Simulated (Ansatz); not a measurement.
Ansatz (a first-principles code) input:

Ansatz 0.2 input:
```yaml
crystal:
  lattice:
    - [-2.1119472055, 2.1119472055, 2.1119472055]
    - [2.1119472055, -2.1119472055, 2.1119472055]
    - [2.1119472055, 2.1119472055, -2.1119472055]
  atoms:
    - { symbol: Na, position: [0.0, 0.0, 0.0] }
kpoints:
  mp_grid: { grid: [29, 29, 29] }
hamiltonian:
  xc: r2scan
  pseudopotentials: { azcp: { folder: ./paw }, kind: paw }
scf:
  occupations: { method: fermi_dirac, width: 0.1 }
elastic: { mode: relaxed_ion, stencil: two_point, amplitude: 0.005, f_tol: 0.0005 }
```

Output (shortened):

```
Pseudopotential: Na, paw, valence charge 9
Functional definition: r2SCAN
Crystal: 1 atoms, lattice volume = 37.680 Å³
Basis set: ecut = 500 eV, 959 PW (Γ), exchange–correlation on 108×108×108 points (64 copies of the dense FFT grid, shifted against one another)
Bands: 9, of which v1, the nominal top of the filled ones, is band 5 counted from 1 (4 counted from 0)
Symmetry: 48 space group operations
Space group: Im-3m (ITA 229), of the structure as read, at distance tolerance 3.4e-5 Å
k-points: 680 of 24389
SCF 1 converged in 9 iterations: F = -1488.624829 eV  dr2 = 6.95e-15
Crystal: 1 atoms, lattice volume = 37.680 Å³
SCF 2 converged in 2 iterations: F = -1488.624829 eV  dr2 = 2.91e-15
Crystal: 1 atoms, lattice volume = 37.491 Å³
Symmetry: 16 space group operations
k-points: 1800 of 24389
SCF 3 converged in 10 iterations: F = -1488.624788 eV  dr2 = 5.36e-15
Crystal: 1 atoms, lattice volume = 37.868 Å³
SCF 4 converged in 8 iterations: F = -1488.624818 eV  dr2 = 5.58e-14
Crystal: 1 atoms, lattice volume = 37.680 Å³
Symmetry: 8 space group operations
k-points: 3375 of 24389
SCF 5 converged in 9 iterations: F = -1488.624810 eV  dr2 = 1.03e-14
Crystal: 1 atoms, lattice volume = 37.680 Å³
SCF 6 converged in 8 iterations: F = -1488.624810 eV  dr2 = 3.44e-15
SCF converged after 2 iterations
Free energy (F): -1488.624829 eV
Harris-Foulkes:  -1488.624829 eV  (|F-HF|=6.82e-13)
Internal energy: -1488.609961 eV  (E = F + TS)
E sigma→0 (E₀):  -1488.617395 eV
Entropy (-TS):   -0.014868 eV (-14.868 meV/atom)
Fermi energy:    1.631725 eV
--- Per-component energies (eV) ---
  E_band       = -253.416697
  E_kinetic    = 112.637086
  E_local      = -1606.092156  (includes V_loc(G=0)·N_el)
  E_nonlocal   = 279.752306
  E_hartree    = 559.560569
  E_xc         = -33.690102
  E_vxc        = -50.687864  (∫ρ·V_xc dr)
  E_paw        = -298.288822  (= ΣΔE_a)
  E_vpaw       = -112.662198  (= ΣTr[D̂ρ^β])
  E_aug_tail   = -0.000040  (compensation charges beyond the density's cutoff)
  E_vtau       = 4.515029  (kinetic-family band-sum trace: ∫τ·v_τ [+ j·A + Jᵃ·Aᵃ] dr)
  E_ewald      = -502.462535
  E_core_change = -0.026267  (= ΣΔE_core)
  E_smearing   = -0.014868  (= −TS)
  E_closure    = 0.000000  (closes the sum)
  Σ components = -1488.624829   (vs F -1488.624829, Δ=0.00e0)
--- Forces (eV/Å), atoms counted from 1 ---
  atom   1  Na     0.00000000     0.00000000     0.00000000
  max |Σ_I F_I| component: 0.0 eV/Å
--- Stress (GPa, compression-positive) ---
        0.012598       0.000000       0.000000
        0.000000       0.012598       0.000000
        0.000000       0.000000       0.012598
  P = ⅓ Tr σ = 0.0126 GPa (0.126 kbar)
--- Band table (eV; the first three rows and the last of 680) ---
  k-point 0: bands = ["-53.9027", "-24.3006", "-24.3006", "-24.3006", "-1.8352", "14.1396", "14.1396", "14.1396", "15.2764"]
  k-point 1: bands = ["-53.9027", "-24.3010", "-24.3007", "-24.3006", "-1.8131", "13.7972", "13.9468", "14.0544", "14.8872"]
  k-point 2: bands = ["-53.9026", "-24.3022", "-24.3011", "-24.3006", "-1.7466", "12.9589", "13.5423", "13.8384", "14.5261"]
  k-point 679: bands = ["-53.8993", "-24.3254", "-24.3254", "-24.3254", "6.0758", "6.3758", "6.8885", "6.8885", "7.1518"]
--- Elastic constants: 2 strain directions × 2 members + reference (group order 48) ---
  dense FFT box of the reference and of every strained cell: 27×27×27
  strains applied: 11, 23; error gains: componentwise 1.00 (the most a stress slope's error grows in a printed constant), spectral 1.73 (1 for all six strains …
  C = ∂σ_k/∂η_j (tension-positive GPa; Voigt order 11 22 33 23 13 12):
         8.654      7.144      7.144      0.000      0.000      0.000
         7.144      8.654      7.144      0.000      0.000      0.000
         7.144      7.144      8.654      0.000      0.000      0.000
         0.000      0.000      0.000      6.346      0.000      0.000
         0.000      0.000      0.000      0.000      6.346      0.000
         0.000      0.000      0.000      0.000      0.000      6.346
  reference stress σ⁰ (GPa):     -0.013     -0.013     -0.013      0.000      0.000      0.000
  moduli (Voigt/Reuss/Hill, GPa): K = 7.65/7.65/7.65   G = 4.11/1.60/2.86   E = 7.62   ν = 0.334
  mechanically stable: yes (min eigenvalue of sym C = 1.51 GPa)
  strain η (Voigt 11):  stress-route row diagonal C_11 = 8.65 GPa, energy-path curvature d²(F+E_count+ΔE)/dδ²/Ω₀ = 8.66 GPa
         δ    σ_11 (GPa)             F (eV)   n_scf  n_hpsi   n_pw
    -5.000e-3      -0.0566       -1488.6247882      10  443525    970   relax 0 steps, max|allowed force component| 0.00e0 eV/Å
     5.000e-3       0.0299       -1488.6248184       8  371442    976   relax 0 steps, max|allowed force component| 0.00e0 eV/Å
  strain η (Voigt 23):  stress-route row diagonal C_44 = 6.35 GPa, energy-path curvature d²(F+E_count+ΔE)/dδ²/Ω₀ = 6.35 GPa
         δ    σ_23 (GPa)             F (eV)   n_scf  n_hpsi   n_pw
    -5.000e-3      -0.0317       -1488.6248100       9  819760    971   relax 0 steps, max|allowed force component| 0.00e0 eV/Å
     5.000e-3       0.0317       -1488.6248100       8  696155    971   relax 0 steps, max|allowed force component| 0.00e0 eV/Å
```

Cost: very roughly 14 core-minutes on shared cores.

The r²SCAN relaxation kept the symmetry of its start. As this level gives no gap, shear constants depend on the k-mesh and smearing (Fermi–Dirac, 0.1 eV here).

Potentials: the earlier of the program's two PAW sets. The files were generated under PBE; for other functionals the program regenerates the frozen cores, and for LDA and PBEsol the local potential too.

Ansatz is a plane-wave DFT program.
